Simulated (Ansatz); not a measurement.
**AlN: relaxed-ion elastic tensor**

The calculation used DFT PBE0, scalar-relativistic, plane waves, PAW (Ansatz 0.2.0). Settings: 420 eV plane-wave cutoff, Γ-centred 6×6×6 mesh, fixed occupations. No spin polarisation.

The cell is fixed (symmetry leaves no force on the atoms) and stands under 0.0 GPa:
```
CELL_PARAMETERS angstrom
0.00000 2.18240 2.18240
2.18240 0.00000 2.18240
2.18240 2.18240 0.00000
ATOMIC_POSITIONS crystal
Al 0.00000 0.00000 0.00000
N 0.25000 0.25000 0.25000
```

The cell is the ideal cubic zincblende prototype; this isn't the usual structure of the compound.

Problem. Give the relaxed-ion elastic constants (GPa, Voigt order xx yy zz yz xz xy, on the axes of the cell above).

Solution.
```
309.8 165.5 165.5   0.0   0.0   0.0
165.5 309.8 165.5   0.0   0.0   0.0
165.5 165.5 309.8   0.0   0.0   0.0
  0.0   0.0   0.0 195.8   0.0   0.0
  0.0   0.0   0.0   0.0 195.8   0.0
  0.0   0.0   0.0   0.0   0.0 195.8
```

Problem. Is the crystal stable against homogeneous strain?

Solution. Yes: the least eigenvalue of the tensor is 144.3 GPa.

Problem. And the moduli of a polycrystal (Hill averages)?

Solution. B = 214 GPa, G = 131 GPa, E = 327 GPa, ν = 0.24.

Cost: 1 run of about 7.5 core-minutes, on Arm Neoverse V2 (shared hosts).